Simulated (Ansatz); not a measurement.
Ni (fcc)

Computed with Ansatz (plane waves, PAW, 500 eV cutoff): r²SCAN, scalar-relativistic, collinear spin, Γ-centred 20×20×20 mesh, 0.05 eV Gaussian smearing; PAW files: Ansatz's generated set soft_2.

```
Ni
1.0
     0.00000    1.73942    1.73942
     1.73942    0.00000    1.73942
     1.73942    1.73942    0.00000
Ni
1
Direct
  0.00000 0.00000 0.00000
```

The geometry is fixed. Moments are started on Ni in several ways. q is the propagation vector of an order in a doubled cell, in units of this cell's reciprocal vectors; doubled cells take an equivalent mesh or are counted from a ferromagnetic run in the same cell, unless said otherwise. Energies count from the first row, the state in which the cell was relaxed.

The starts:
- ferromagnetic
- no spin polarisation
- antiparallel, q = (0, 0, 1/2)
- antiparallel, q = (0, 1/2, 1/2)
- small parallel moments

**Question.** Which start ends lowest, and how far above it lies the solution without spin polarisation?

**Answer.** Lowest, alike within 0.5 meV/atom: ferromagnetic; antiparallel, q = (0, 0, 1/2) (which ended parallel); antiparallel, q = (0, 1/2, 1/2) (which ended parallel); small parallel moments (which grew into the full parallel moments). Without spin polarisation the energy is 123 meV/atom higher.

```csv
start,largest typed moment (μB),ΔE (meV/atom),gap on the mesh (eV),P (GPa),final spin moments (μB)
ferromagnetic,0.89,0.0,metal,0.0,Ni 0.82
no spin polarisation,0.00,122.5,metal,-3.1,none
"antiparallel, q = (0, 0, 1/2)",0.80,0.0,metal,0.0,Ni 0.82
"antiparallel, q = (0, 1/2, 1/2)",0.80,0.0,metal,0.0,Ni -0.82
small parallel moments,0.50,0.0,metal,0.0,Ni 0.82
```

These starts lost their opposed signs and ended with parallel moments: antiparallel, q = (0, 0, 1/2); antiparallel, q = (0, 1/2, 1/2).

r²SCAN tends to overstate moments and magnetic energies in metals.

Without spin polarisation the pressure is 3.1 GPa lower than in the lowest state, so the magnetic solution wants the larger cell.

Only orders that fit these small cells were tried.

The run wasn't fully tested for a lower electronic state. Site moments are of spin, integrated over atomic spheres.
